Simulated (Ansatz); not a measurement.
Values for one crystal, relaxed and computed with the program Ansatz at the PBEsol level (PAW); other levels are named.

| Quantity | Value |
|---|---|
| Volume per atom | 14.13 Å³ |
| Electronic character | metallic (no gap) |
| Density of states at the Fermi level | 0.30 states/eV per atom (mean over ±0.08 eV) |
| Elastic constants (relaxed ions, GPa) | C11 = 131, C12 = 66.3, C44 = -4.0 |
| Zero-point energy | 21.9 meV/atom |
| Pressure derivative B′ | 5.3 |
| Mechanical stability | unstable (C has a negative eigenvalue) |

Q: Which compound is it?
A) V, diamond
B) Ni, diamond
C) Zn, fcc (Cu type)
D) Li, hcp (Mg type)

A: C, Zn, fcc (Cu type)

Space group Fm-3m (fcc (Cu type)). The first step of the workflow began from a Materials Project structure, measured or hypothetical; the Crystallography Open Database copy checked does not list it. It is not the phase usual at ambient conditions (space group No. 194). The cell was relaxed with PBEsol under the symmetry of its start. As this level gives no gap, shear constants depend on the k-mesh and smearing (Fermi–Dirac, 0.1 eV here).

Potentials: the later of the program's two PAW sets.
